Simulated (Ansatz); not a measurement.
Given:

Cr2C:
```xyz
3
Lattice="2.7968 0.0000 0.0000 -1.3984 2.4221 0.0000 0.0000 0.0000 4.2145" Properties=species:S:1:pos:R:3 pbc="T T T"
Cr     1.3984     0.8074     1.0403
Cr     0.0000     1.6147     3.1742
C      0.0000     0.0000     2.1072
```

This is the PBEsol-relaxed structure. x, y and z are the axes in which the lattice vectors are written.

Problem. All from PBEsol (plane waves, PAW; program Ansatz), unless another level is named. Give the Poisson's ratio.

Solution. 0.25.

Problem. Give the elastic constants (relaxed ions, GPa).

Solution. C11 = 520, C12 = 121, C13 = 165, C14 = -15.5, C33 = 502, C44 = 128.

Problem. Next, the highest zone-centre frequency?

Solution. 716 cm⁻¹.

Space group P-3m1. The first step of the workflow began from a Materials Project structure, measured or hypothetical; the Crystallography Open Database copy checked does not list it. Its standing as an ambient phase is unchecked. The PBEsol relaxation kept the symmetry of its start; of distortions, only those at the zone centre were tested. No spin polarisation was allowed. As this level gives no gap, shear constants depend on the k-mesh and smearing (Fermi–Dirac, 0.1 eV here). As this level gives no gap, phonon frequencies hold no LO–TO term and depend on the k-mesh and smearing (Fermi–Dirac, 0.1 eV here). On the denser mesh and wider smearing of the elastic run this cell carries a stress of 0.5 GPa.

Potentials: the later of the program's two PAW sets.
